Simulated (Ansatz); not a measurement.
Given:

ScIr₂:
```yaml
crystal:
  lattice:
    - [0.00000, 3.63736, 3.63736]
    - [3.63736, 0.00000, 3.63736]
    - [3.63736, 3.63736, 0.00000]
  atoms:
    - { symbol: Sc, position: [0.25000, 0.25000, 0.25000] }
    - { symbol: Sc, position: [0.00000, 0.00000, 0.00000] }
    - { symbol: Ir, position: [0.62500, 0.12500, 0.62500] }
    - { symbol: Ir, position: [0.62500, 0.62500, 0.62500] }
    - { symbol: Ir, position: [0.12500, 0.62500, 0.62500] }
    - { symbol: Ir, position: [0.62500, 0.62500, 0.12500] }
```

This is the LDA-relaxed structure.

Question: All from DFT-LDA in the program Ansatz with PAW potentials, unless another level is named. Estimate the highest zone-centre frequency.

Answer: 272 cm^-1.

Question: Give the Young's modulus.

Answer: 296 GPa.

Question: What about the elastic constants (relaxed ions, GPa)?

Answer: C11 = 361, C12 = 197, C44 = 141.

Space group Fd-3m (cubic Laves (MgCu2 type)). The first step of the workflow began from a Materials Project structure, measured or hypothetical; the Crystallography Open Database files this formula in space group No. 227, but the cells were not matched. Whether it is the stable phase at ambient conditions was not checked. The cell was relaxed with LDA under the symmetry of its start. At this level the phase is dynamically unstable (imaginary phonons). The run is not spin-polarised. As this level gives no gap, shear constants depend on the k-mesh and smearing (Fermi–Dirac, 0.1 eV here). As this level gives no gap, phonon frequencies hold no LO–TO term and depend on the k-mesh and smearing (Fermi–Dirac, 0.1 eV here). Scalar-relativistic: spin–orbit coupling is off unless named, which matters more the heavier the elements.

Potentials: the later of the program's two PAW sets.
